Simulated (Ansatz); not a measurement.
This guess for SrTl₅ is about to be relaxed.

```
Sr Tl
1.0
     0.00000    4.53348    4.53348
     4.53348    0.00000    4.53348
     4.53348    4.53348    0.00000
Sr Tl
1 5
Direct
  0.00000 0.00000 0.00000
  0.12500 0.62500 0.62500
  0.62500 0.62500 0.62500
  0.62500 0.12500 0.62500
  0.62500 0.62500 0.12500
  0.25000 0.25000 0.25000
```

These are results of Ansatz 0.2.0, DFT PBE, scalar-relativistic, plane waves, PAW, not measurements. Cutoff 420 eV, Gaussian smearing, Γ-centred meshes. Cell and atoms relax on a converged mesh. In metals the finer mesh still leaves noise of several meV/atom or more. The steps can't lower the symmetry of their start. No spin polarisation.

A guess keeps its type if space group and coordination stay and the shape of the cell changes little (axis ratios within about 15 %, angles within 6°); the volume may change.

Question: Does this structure survive the relaxation?

Answer: It keeps its type. The symmetry stays F-43m (No. 216). The volume per atom grows by 6.7 %, from 31.1 to 33.1 Å³. The shortest distance goes from 3.21 Å (Tl–Tl) to 3.27 Å (Tl–Tl). Counting neighbours within 15 % of an atom's shortest distance, the start has Sr 16, Tl 6/16 and the end Sr 16, Tl 6/16.

The last run used an 8×8×8 mesh for its 6-atom cell and Gaussian smearing of 0.10 eV. These runs have no spin–orbit coupling, which can matter for Tl. A structure relaxed within its symmetry needn't be a true minimum.

In counts of neighbours, a slash parts the counts of unlike sites.
